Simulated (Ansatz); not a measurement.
## What DFT gives for LuSi2Os2

```
Os Lu Si
1.0
     0.00000    4.17815    0.00000
     4.17815    0.00000    0.00000
     2.08907    2.08907   -4.85461
Os Lu Si
2 1 2
Cartesian
  2.0891 4.1781 -2.4273
  4.1781 2.0891 -2.4273
  0.0000 0.0000 0.0000
  2.0891 2.0891 -1.2137
  4.1781 4.1781 -3.6410
```

Level: r2SCAN, no spin polarisation; 500 eV; 9×9×9 Γ-centred mesh; gaussian occupations (width 0.1163 eV); Ansatz 0.2.0, fixed geometry.

**Formation energy.** -0.72 eV an atom against the elements' usual phases (free molecules for gases, crystals otherwise, with no correction for O₂ or N₂), so it is bound against them; other compounds may still compete. Relaxing would lower it.
**Forces.** The largest is on Si4 (and as large on other atoms): 0.74 eV/Å, components (0.00, 0.00, -0.74). It makes 60° with the line to a nearest neighbour, Os1 at 2.42 Å.
**Stress.** The pressure is -8.4 GPa (compression positive), so with the atoms held at these fractions the cell would first shrink.
**Electronic structure.** It is a metal, with about 3.2 states/eV a cell as the mean within 0.25 eV of the Fermi level, mostly Os d (58 %) and Lu d (21 %).
**Charges.** Bader charges in e: Lu +1.79, Si +0.51, Os -1.40. In the mean Lu gives up most and Os takes most.

Origin: a database entry at a rescaled volume.
